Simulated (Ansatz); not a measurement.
Space group P6/mmm (No. 191). a = 4.309 Å, b = 4.309 Å, c = 3.660 Å, α = 90.00°, β = 90.00°, γ = 120.00°
| atom | site | symmetry | x | y | z |
| --- | --- | --- | --- | --- | --- |
| Li | 1a | 6/mmm | 0.0000 | 0.0000 | 0.0000 |
| C | 6k | m2m | 0.0000 | 0.3336 | 0.5000 |

Equation of state of this LiC6 structure (not necessarily the ground state), with shape and atoms relaxed at each volume where symmetry leaves them free. It has no gap at any of these volumes. Level of theory: DFT PBEsol, scalar-relativistic, plane waves, PAW in Ansatz 0.2.0.

Cutoff 420 eV; k points 12×12×10 on the computed 7-atom cell (Γ-centred); Gaussian smearing, width 0.10 eV; no spin polarisation.

```
V (Å³/atom) E − E(largest V) (meV/atom) P (GPa)
      7.904                         1.38     4.39
      8.156                        -3.47     1.99
      8.409                        -4.99     0.01
      8.661                        -3.72    -1.64
      8.913                         0.00    -3.16
```

Question: Fit a third-order Birch–Murnaghan equation to E(V).

Answer: V0 = 8.41 Å³/atom, B0 = 60 GPa, B0' = 4.2.